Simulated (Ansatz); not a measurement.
SiO$_{2}$ (rutile)

```
SiO2
1.0
    4.18475     0.00000     0.00000
    0.00000     4.18475     0.00000
    0.00000     0.00000     2.66845
Si O
2 4
Cartesian
  2.09238   2.09238   1.33422
  0.00000   0.00000   0.00000
  3.37334   3.37334   1.33422
  1.28096   2.90379   0.00000
  2.90379   1.28096   0.00000
  0.81142   0.81142   1.33422
```

In each cell atom 5 (O, nearest neighbour Si at 1.760 Å; its periodic images, 2.7 Å or more away, move with it) moves by s·(0.000, 0.000, 1.000) (along Cartesian z), the rest being held.

The numbers are results of r2SCAN (plane waves to 500 eV, PAW, scalar-relativistic; Ansatz, a first-principles code), not measurements. k mesh 7×7×10 (Γ-centred), Fermi-Dirac smearing 0.05 eV. The energy includes the smearing's −TS. SiO2 was relaxed with its symmetry unable to fall. The PAW data are Ansatz's earlier set. ΔE is measured from the undisplaced structure.

```tsv
s (Å)	ΔE (meV/cell)
-0.530	2957
-0.424	1871
-0.318	withheld
-0.212	461
-0.106	115
0.000	0
0.106	115
0.212	461
0.318	withheld
0.424	1871
0.530	2957
```

Problem. Fit an even polynomial form (powers 2, 4) to the given rows and predict ΔE at s = 0.318.

Solution. Least squares on the 9 given rows: ΔE = (10200)·s² + (1168)·s⁴, in meV/cell with s in Å; root-mean-square residual 0.3 meV/cell. At 0.318 the fit gives 1043 meV/cell; the calculation gives 1043 meV/cell, the same to the digits shown. The quadratic term alone would give 1031 meV/cell.

(A displaced cell: forces are minus the slopes of the energy, force constants its curvatures, and phonons follow from these.)
